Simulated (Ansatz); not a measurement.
Input:

Zr$_{2}$AlC:
```cif
data_C2Al2Zr4
_chemical_formula_sum 'Zr4 Al2 C2'
_space_group_name_H-M_alt 'P63/mmc'
_space_group_IT_number 194
_space_group_name_Hall '-P 6c 2c'
_cell_length_a 3.28917
_cell_length_b 3.28917
_cell_length_c 14.52089
_cell_angle_alpha 90.000
_cell_angle_beta 90.000
_cell_angle_gamma 120.000
loop_
_atom_site_label
_atom_site_type_symbol
_atom_site_symmetry_multiplicity
_atom_site_Wyckoff_symbol
_atom_site_fract_x
_atom_site_fract_y
_atom_site_fract_z
_atom_site_occupancy
Zr1 Zr 4 f 0.33333 0.66667 0.08635 1
Al1 Al 2 d 0.66667 0.33333 0.25000 1
C1 C 2 a 0.00000 0.00000 0.00000 1
```

This is the PBEsol-relaxed structure.

All from PBEsol (plane waves, PAW; program Ansatz), unless another level is named. Give the electronic character.

metallic (no gap).

Next, the density of states at the Fermi level?

0.31 states/eV per atom (mean over ±0.08 eV).

Next, the formation energy from the elements (no fitted shifts)?

-0.70 eV/atom.

Next, the gap with spin–orbit coupling?

none (metallic).

Space group P6_3/mmc. The first step of the workflow began from a Materials Project structure, measured or hypothetical; the Crystallography Open Database copy checked does not list it. Whether it is the stable phase at ambient conditions was not checked. The cell was relaxed with PBEsol under the symmetry of its start; whether a distortion lowers the energy is not shown. No spin polarisation was allowed. The references are the lowest solids computed at this level, not always the standard phases. Spin–orbit coupling is left out wherever it is not named.

Potentials: the later of the program's two PAW sets.
